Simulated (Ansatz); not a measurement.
Density of states of a Al2InN3 cell (a crystal with Al and In atoms exchanged, relaxed), per eV and atom, broadened by Gaussian smearing of width 0.1 eV and averaged over bins of 0.4 eV, from 8 eV under the Fermi level at most up to where the solved bands end.

These are results of Ansatz, DFT r2SCAN, scalar-relativistic, plane waves, PAW, not measurements.

Settings: cutoff 500 eV, Γ-centred mesh 5×3×3 on the computed 24-atom cell, Gaussian smearing of 0.02 eV; no spin polarisation.

```yaml
crystal:
  lattice:
    - [-0.00083, 5.62581, 0.01010]
    - [4.86023, 2.80283, -5.21932]
    - [-4.88398, 2.80427, -5.24083]
  atoms:
    - { symbol: In, position: [0.16655, 0.16482, 0.82631] }
    - { symbol: Al, position: [0.64665, 0.67707, 0.35082] }
    - { symbol: In, position: [0.16477, 0.83018, 0.17655] }
    - { symbol: Al, position: [0.66313, 0.33654, 0.67283] }
    - { symbol: Al, position: [0.57892, 0.08475, 0.42202] }
    - { symbol: In, position: [0.07393, 0.59331, 0.91717] }
    - { symbol: Al, position: [0.58148, 0.41961, 0.08912] }
    - { symbol: Al, position: [0.07327, 0.91636, 0.59068] }
    - { symbol: Al, position: [0.17508, 0.50264, 0.50144] }
    - { symbol: Al, position: [0.65753, 0.00851, 0.00295] }
    - { symbol: Al, position: [0.59426, 0.74907, 0.74258] }
    - { symbol: In, position: [0.07053, 0.26171, 0.26894] }
    - { symbol: N, position: [0.80837, 0.49988, 0.16296] }
    - { symbol: N, position: [0.36909, 0.95606, 0.62584] }
    - { symbol: N, position: [0.83290, 0.13362, 0.50525] }
    - { symbol: N, position: [0.39945, 0.63576, 0.96400] }
    - { symbol: N, position: [0.73622, 0.90360, 0.23394] }
    - { symbol: N, position: [0.29561, 0.40036, 0.70529] }
    - { symbol: N, position: [0.73697, 0.23772, 0.90520] }
    - { symbol: N, position: [0.26841, 0.72287, 0.42434] }
    - { symbol: N, position: [0.82745, 0.83896, 0.80647] }
    - { symbol: N, position: [0.38100, 0.32022, 0.32078] }
    - { symbol: N, position: [0.78761, 0.55639, 0.56013] }
    - { symbol: N, position: [0.29065, 0.06561, 0.06268] }
```

```
E − E_F (eV) total N 2p Al 3p In 5p N 2s
       -7.25  0.034  0.019  0.005  0.002  0.000
       -6.85  0.327  0.192  0.041  0.018  0.007
       -6.45  0.618  0.377  0.064  0.029  0.018
       -6.05  0.511  0.315  0.047  0.025  0.022
       -5.65  0.459  0.293  0.039  0.021  0.025
       -5.25  0.254  0.165  0.027  0.013  0.016
       -4.85  0.380  0.260  0.046  0.021  0.014
       -4.45  0.423  0.300  0.052  0.022  0.013
       -4.05  0.472  0.346  0.057  0.022  0.012
       -3.65  0.576  0.443  0.069  0.025  0.008
       -3.25  0.659  0.526  0.068  0.027  0.008
       -2.85  0.795  0.660  0.066  0.031  0.006
       -2.45  0.767  0.653  0.042  0.038  0.006
       -2.05  0.660  0.571  0.019  0.042  0.003
       -1.65  0.464  0.411  0.007  0.026  0.002
       -1.25  0.101  0.092  0.001  0.004  0.000
       -0.85  0.000  0.000  0.000  0.000  0.000
       -0.45  0.000  0.000  0.000  0.000  0.000
       -0.05  0.000  0.000  0.000  0.000  0.000
        0.35  0.000  0.000  0.000  0.000  0.000
        0.75  0.000  0.000  0.000  0.000  0.000
        1.15  0.004  0.000  0.000  0.000  0.002
        1.55  0.000  0.000  0.000  0.000  0.000
        1.95  0.016  0.004  0.001  0.001  0.005
        2.35  0.039  0.010  0.003  0.003  0.011
        2.75  0.048  0.014  0.005  0.005  0.012
        3.15  0.106  0.029  0.016  0.014  0.023
        3.55  0.251  0.058  0.049  0.038  0.047
        3.95  0.308  0.059  0.069  0.059  0.052
        4.35  0.273  0.048  0.069  0.053  0.039
        4.75  0.432  0.067  0.119  0.099  0.057
```

The columns after the total are the largest Löwdin projections on the valence shells of the potentials, so they needn't add up, and the weight of a shell that a potential lacks goes to other orbitals. The cell has a gap on the mesh of 2.48 eV.

The gap is read on a mesh, which can miss the band edges, so it can be too wide.

Cost: 2 runs of about 11 core-minutes in all (earlier runs that led there not counted), on Arm Neoverse V1 (shared hosts).